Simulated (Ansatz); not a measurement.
Property card for Zn₃InGaO₆

Zn$_{3}$InGaO$_{6}$:
```
Zn3InGaO6
1.0
    1.64400     0.94916    13.79776
   -1.64400     0.94916    13.79776
    0.00000    -1.89833    13.79776
Zn In Ga O
3 1 1 6
Direct
  0.26111   0.26111   0.26111
  0.74138   0.74138   0.74138
  0.86566   0.86566   0.86566
  0.00124   0.00124   0.00124
  0.13688   0.13688   0.13688
  0.91328   0.91328   0.91328
  0.08949   0.08949   0.08949
  0.18452   0.18452   0.18452
  0.80376   0.80376   0.80376
  0.69420   0.69420   0.69420
  0.30851   0.30851   0.30851
```

Space group R3m (No. 160); conventional cell a = 3.2880 Å, b = 3.2880 Å, c = 41.3933 Å, α = 90.00°, β = 90.00°, γ = 120.00°.

Method: plane-wave PAW r²SCAN (Ansatz code). The cell and atoms are relaxed at this level. Other levels are named where they apply.

### Cell and energy

```json
{
 "volume_per_atom": "11.74 Å³",
 "density": "6.13 g/cm³",
 "Formation energy from the elements (no fitted shifts)": "-1.77 eV/atom"
}
```

### Electronic structure

```json
{
 "band_gap": "1.56 eV (direct)",
 "valence_band_maximum": "at Γ",
 "conduction_band_minimum": "at Γ",
 "electron_effective_mass": "0.22 mₑ (isotropic)",
 "Electron effective mass with spin–orbit coupling": "0.22 mₑ (isotropic)",
 "Hole effective mass, band 1 of 2 at the edge": "2.3 along x (mₑ)",
 "Hole effective mass, band 2 of 2 at the edge": "0.42 along x (mₑ)",
 "Hole effective mass with spin–orbit coupling": "0.73 along x (mₑ)",
 "HSE06 gap on the r²SCAN cell": "2.80 eV",
 "Gap with spin–orbit coupling": "1.54 eV"
}
```

### Mechanics

```json
{
 "Bulk modulus (Birch–Murnaghan fit)": "167 GPa",
 "Pressure derivative B′": "4.4"
}
```

### Charges

```json
{
  "bader_charges": "Zn +1.30 to +1.31, In +1.95, Ga +1.97, O -1.34 to -1.28 e"
}
```

The first step of the workflow began from a Materials Project structure, measured or hypothetical; the Crystallography Open Database copy checked does not list it. Whether it is the stable phase at ambient conditions was not checked. Symmetry was held in the r²SCAN relaxation; its stability against distortions is not shown here. The references are the lowest solids computed at this level, not always the standard phases (solids in place of the gases). Spin–orbit coupling is left out wherever it is not named.

Potentials: the later of the program's two PAW sets.
